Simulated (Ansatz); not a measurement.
Rh:
```
Rh
1.0
    0.00000     1.91505     1.91505
    1.91505     0.00000     1.91505
    1.91505     1.91505     0.00000
Rh
1
Direct
  0.00000   0.00000   0.00000
```

Relaxed with PBE. Special points in fractions of this cell's reciprocal vectors: Γ (0.000, 0.000, 0.000); X (0.500, 0.000, 0.500); U (0.625, 0.250, 0.625); K (0.375, 0.375, 0.750); L (0.500, 0.500, 0.500); W (0.500, 0.250, 0.750).

List the band energies nearest the Fermi level at these points for the program Ansatz at the PBE level (PAW).

In eV from the Fermi level; about four levels below and three above (degenerate sets whole), none deeper than 8.9 eV; … stands for higher levels left out; points with the same levels are listed once.

| k | below | above |
|---|---|---|
| Γ | -7.80 -2.99 -2.99 -2.99 | … |
| X | -6.13 -5.77 | 0.51 0.94 0.94 |
| U | -5.34 -4.62 -2.00 -0.67 | 0.35 … |
| L | -5.95 -3.06 -3.06 | 0.54 0.54 … |
| W | -4.86 -3.69 -3.69 -1.17 | 0.95 … |

Space group Fm-3m (fcc (Cu type)). The cell was relaxed with PBE under the symmetry of its start. The run is not spin-polarised. Spin–orbit coupling is left out wherever it is not named.

Potentials: the earlier of the program's two PAW sets.
